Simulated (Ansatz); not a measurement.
Al3GaN4:
```yaml
crystal:
  lattice:
    - [3.13003, 0.00000, 0.00000]
    - [-1.56502, 2.71069, 0.00000]
    - [0.00000, 0.00000, 10.08187]
  atoms:
    - { symbol: Ga, position: [0.33333, 0.66667, 0.00566] }
    - { symbol: N, position: [0.33333, 0.66667, 0.20052] }
    - { symbol: Al, position: [0.66667, 0.33333, 0.25788] }
    - { symbol: N, position: [0.66667, 0.33333, 0.44644] }
    - { symbol: Al, position: [0.33333, 0.66667, 0.50476] }
    - { symbol: N, position: [0.33333, 0.66667, 0.69320] }
    - { symbol: Al, position: [0.66667, 0.33333, 0.75127] }
    - { symbol: N, position: [0.66667, 0.33333, 0.93981] }
```

Cartesian axes are those of the cell as given.

Problem. Give the proper piezoelectric stress tensor with relaxed ions from DFT-PBEsol in the program Ansatz with PAW potentials.

Solution. In C/m², rows x, y, z, Voigt columns; mesh uncertainty up to 0.00.
```
 0.00   0.00   0.00   0.00  -0.34  -0.02
-0.02   0.02   0.00  -0.34   0.00   0.00
-0.59  -0.59   1.36   0.00   0.00   0.00
```

The elastic tensor of the same run (GPa):

|  | 1 | 2 | 3 | 4 | 5 | 6 |
|---|---|---|---|---|---|---|
| 1 | 370 | 134 | 102 | -1.3 | 0.0 | 0.0 |
| 2 | 134 | 370 | 102 | 1.3 | 0.0 | 0.0 |
| 3 | 102 | 102 | 368 | 0.0 | 0.0 | 0.0 |
| 4 | -1.3 | 1.3 | 0.0 | 104 | 0.0 | 0.0 |
| 5 | 0.0 | 0.0 | 0.0 | 0.0 | 104 | -1.3 |
| 6 | 0.0 | 0.0 | 0.0 | 0.0 | -1.3 | 118 |

Problem. Convert to strain constants d = e·S.

Solution. In pC/N:
```
 0.0   0.0   0.0   0.0  -3.3  -0.2
-0.1   0.1   0.0  -3.3   0.0   0.0
-2.2  -2.2   4.9   0.0   0.0   0.0
```

Space group P3m1. The start of the workflow was typed in or built on a structure type; neither database checked (COD, Materials Project) lists it. Its standing as an ambient phase is unchecked. The cell was relaxed with PBEsol under the symmetry of its start; whether a distortion lowers the energy is not shown. Signs of piezoelectric constants follow the polarity of the cell as given.

Potentials: the earlier of the program's two PAW sets. The files were generated under PBE; for other functionals the program regenerates the frozen cores, and for LDA and PBEsol the local potential too.
